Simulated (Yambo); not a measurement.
A G0W0@PBEsol run in Yambo for Si (space group P6_3/mmc, No. 194) under isotropic strain of -1.5 % on all lattice vectors (6×6×2 Γ-centred k mesh, 176 bands and a 10 Ry block in the screening, 176 bands in G with the Bruneval-Gonze terminator, plasmon pole fitted at 27.2 eV) gives these matrix elements, in eV, at the band edges (Γ → M):

```tsv
state	E0	<Vxc>	<Σx>	<Σc(E0)>	Z
valence edge	0.000	-11.467	-12.903	0.520	0.771
conduction edge	0.186	-9.282	-5.541	-3.743	0.787
```

**Question.** Solve the linearised quasiparticle equation for both states, give the gap, and say how exchange and correlation each act on it.

**Answer.** E = E0 + Z(Σx + Σc − Vxc). Valence: 0.000 + 0.771 × (-12.903 + (0.520) − (-11.467)) = -0.71 eV. Conduction: 0.186 + 0.787 × (-5.541 + (-3.743) − (-9.282)) = 0.18 eV. The gap is 0.89 eV, against 0.19 eV in PBEsol. Replacing Vxc by bare exchange alone would open it by 5.18 eV; correlation takes back 4.26 eV of that, and Z scales what is left. Convergence of the G0W0 settings was not tested. 

Geometry strained from the cell relaxed with PBEsol, atoms relaxed again; primitive cell a = b = 3.7685 Å, c = 6.2205 Å, α = β = 90.00°, γ = 120.00°.

This is not the ordinary phase of the substance; no match was found in the copy of COD used, and its stability was not checked.
